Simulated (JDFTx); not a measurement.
An input for JDFTx (a modified build) (Ir(111), linear PCM (GLSSA13), water, 1 M KCl; bohr, hartree) and the course of its log:

```
lattice \
  5.1497683269 2.5748841634 0.0000000000 \
  0.0000000000 4.4598301880 0.0000000000 \
  0.0000000000 0.0000000000 58.0145920260
coords-type Lattice
ion Ir 0.0000000000 0.0000000000 -0.1087166540 0
ion Ir 0.3333333333 0.3333333333 -0.0362388850 0
ion Ir 0.6666666667 0.6666666667 0.0362388850 0
ion Ir 0.0000000000 0.0000000000 0.1087166540 0
ion-species pseudo/ir_pbe_v1.2.upf
elec-cutoff 20 100
elec-ex-corr gga-PBE
coulomb-interaction Slab 001
coulomb-truncation-embed 0 0 0
kpoint-folding 10 10 1
elec-smearing Fermi 0.01
elec-n-bands 41
electronic-scf nIterations 100 energyDiffThreshold 1e-08
fluid LinearPCM
pcm-variant GLSSA13
fluid-solvent H2O
fluid-cation K+ 1
fluid-anion Cl- 1
fluid-minimize nIterations 400 knormThreshold 1e-11
wavefunction read vac.wfns
elec-initial-eigenvals vac.eigenvals
dump-name f0.$VAR
dump End State Ecomponents EigStats BandEigs Forces ElecDensity IonicPositions Fillings Kpoints Dtot FluidDebug BoundCharge FluidDensity
```

```
[one cycle in 5 is shown, and the last three; fluid-solver lines are left out]
	FillingsUpdate:  mu: -0.193765848  nElectrons: 60.000000
SCF: Cycle:  0   F: -305.825920650920523   dF: -1.382e-06   |Residual|: 5.063e-04   |deigs|: 2.121e-05
	FillingsUpdate:  mu: -0.193557444  nElectrons: 60.000000
SCF: Cycle:  5   F: -305.825923284530347   dF: -1.070e-07   |Residual|: 7.251e-05   |deigs|: 4.354e-05
	FillingsUpdate:  mu: -0.193543581  nElectrons: 60.000000
SCF: Cycle: 10   F: -305.825923333579453   dF: -3.069e-08   |Residual|: 4.746e-05   |deigs|: 3.616e-05
	FillingsUpdate:  mu: -0.193560201  nElectrons: 60.000000
SCF: Cycle: 15   F: -305.825923353677979   dF: -9.877e-08   |Residual|: 2.700e-05   |deigs|: 1.718e-05
	FillingsUpdate:  mu: -0.193541495  nElectrons: 60.000000
SCF: Cycle: 20   F: -305.825923338464122   dF: -8.392e-09   |Residual|: 4.097e-05   |deigs|: 4.117e-05
	FillingsUpdate:  mu: -0.193571437  nElectrons: 60.000000
SCF: Cycle: 25   F: -305.825923344772832   dF: -1.182e-08   |Residual|: 3.397e-05   |deigs|: 4.800e-05
	FillingsUpdate:  mu: -0.193535733  nElectrons: 60.000000
SCF: Cycle: 30   F: -305.825923355628845   dF: -1.217e-08   |Residual|: 1.679e-05   |deigs|: 4.870e-05
	FillingsUpdate:  mu: -0.193521676  nElectrons: 60.000000
SCF: Cycle: 35   F: -305.825923342410988   dF: -2.612e-08   |Residual|: 2.800e-05   |deigs|: 6.310e-05
	FillingsUpdate:  mu: -0.193558339  nElectrons: 60.000000
SCF: Cycle: 40   F: -305.825923359737146   dF: -9.272e-08   |Residual|: 1.142e-05   |deigs|: 2.657e-05
	FillingsUpdate:  mu: -0.193591304  nElectrons: 60.000000
SCF: Cycle: 45   F: -305.825923352960842   dF: -8.608e-09   |Residual|: 1.564e-05   |deigs|: 5.904e-05
	FillingsUpdate:  mu: -0.193526501  nElectrons: 60.000000
SCF: Cycle: 50   F: -305.825923348028198   dF: +2.638e-09   |Residual|: 2.145e-05   |deigs|: 5.633e-05
	FillingsUpdate:  mu: -0.193546361  nElectrons: 60.000000
SCF: Cycle: 55   F: -305.825923358182308   dF: -6.606e-08   |Residual|: 1.871e-05   |deigs|: 3.055e-05
	FillingsUpdate:  mu: -0.193578057  nElectrons: 60.000000
SCF: Cycle: 60   F: -305.825923352580674   dF: +3.709e-10   |Residual|: 1.509e-05   |deigs|: 4.176e-05
	FillingsUpdate:  mu: -0.193538380  nElectrons: 60.000000
SCF: Cycle: 65   F: -305.825923360616173   dF: -2.439e-08   |Residual|: 8.356e-06   |deigs|: 5.111e-05
	FillingsUpdate:  mu: -0.193529985  nElectrons: 60.000000
SCF: Cycle: 70   F: -305.825923330228761   dF: +2.033e-08   |Residual|: 2.935e-05   |deigs|: 1.579e-05
	FillingsUpdate:  mu: -0.193562712  nElectrons: 60.000000
SCF: Cycle: 75   F: -305.825923262067079   dF: +9.699e-08   |Residual|: 7.775e-05   |deigs|: 2.580e-05
	FillingsUpdate:  mu: -0.193537082  nElectrons: 60.000000
SCF: Cycle: 80   F: -305.825923360270167   dF: -2.205e-08   |Residual|: 8.776e-06   |deigs|: 4.829e-05
	FillingsUpdate:  mu: -0.193574278  nElectrons: 60.000000
SCF: Cycle: 85   F: -305.825923318738660   dF: +3.811e-08   |Residual|: 4.466e-05   |deigs|: 4.109e-05
	FillingsUpdate:  mu: -0.193541410  nElectrons: 60.000000
SCF: Cycle: 90   F: -305.825923354487998   dF: +8.822e-10   |Residual|: 1.270e-05   |deigs|: 1.870e-05
	FillingsUpdate:  mu: -0.193561041  nElectrons: 60.000000
SCF: Cycle: 95   F: -305.825923307813582   dF: +5.157e-08   |Residual|: 5.370e-05   |deigs|: 2.285e-05
	FillingsUpdate:  mu: -0.193588699  nElectrons: 60.000000
SCF: Cycle: 97   F: -305.825923323473887   dF: +2.682e-08   |Residual|: 3.313e-05   |deigs|: 5.437e-05
	FillingsUpdate:  mu: -0.193529722  nElectrons: 60.000000
SCF: Cycle: 98   F: -305.825923348093397   dF: -2.462e-08   |Residual|: 2.778e-05   |deigs|: 5.824e-05
	FillingsUpdate:  mu: -0.193592781  nElectrons: 60.000000
SCF: Cycle: 99   F: -305.825923345191484   dF: +2.902e-09   |Residual|: 2.228e-05   |deigs|: 6.196e-05
SCF: None of the convergence criteria satisfied after 100 iterations.
IonicMinimize: Iter:   0  F: -305.825923345191484  |grad|_K:  0.000e+00
IonicMinimize: Converged (|grad|_K<1.000000e-04).
```

This run gave no converged result. The loop ran out of cycles short of its threshold. It has stalled and not diverged: the last ten energies span 5e-08 Ha, so the total is near its end, but levels, forces and charges aren't shown converged.
